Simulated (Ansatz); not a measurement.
KLiBeF4:
```
CELL_PARAMETERS angstrom
      5.01642     0.00000     0.00000
     -2.50821     4.34435     0.00000
      0.00000     0.00000     8.60118
ATOMIC_POSITIONS crystal
  K  0.00000 0.00000 0.99838
  K  0.00000 0.00000 0.49838
  Li 0.33333 0.66667 0.80346
  Li 0.66667 0.33333 0.30346
  Be 0.66667 0.33333 0.69556
  Be 0.33333 0.66667 0.19556
  F  0.66540 0.03952 0.75118
  F  0.62589 0.66540 0.25118
  F  0.96048 0.62589 0.75118
  F  0.33460 0.96048 0.25118
  F  0.37411 0.33460 0.75118
  F  0.03952 0.37411 0.25118
  F  0.66667 0.33333 0.51508
  F  0.33333 0.66667 0.01508
```

Relaxed with r²SCAN.

Q: Give the Bader charges and basin volumes of the independent atoms, r²SCAN in the plane-wave PAW code Ansatz.

A: 

```
atom  Bader charge (e)  Bader volume (Å³)
----  ----------------  -----------------
K1               +0.91               19.7
Li3              +0.91                2.9
Be5              +1.78                1.3
F7               -0.90               16.4
F13              -0.90               16.3
```

Space group P6_3. The workflow started from a Materials Project entry (that database holds measured and hypothetical structures alike); the Crystallography Open Database copy checked does not list it. Its standing as an ambient phase is unchecked. The r²SCAN relaxation kept the symmetry of its start; whether a distortion lowers the energy is not shown.

Potentials: the later of the program's two PAW sets.
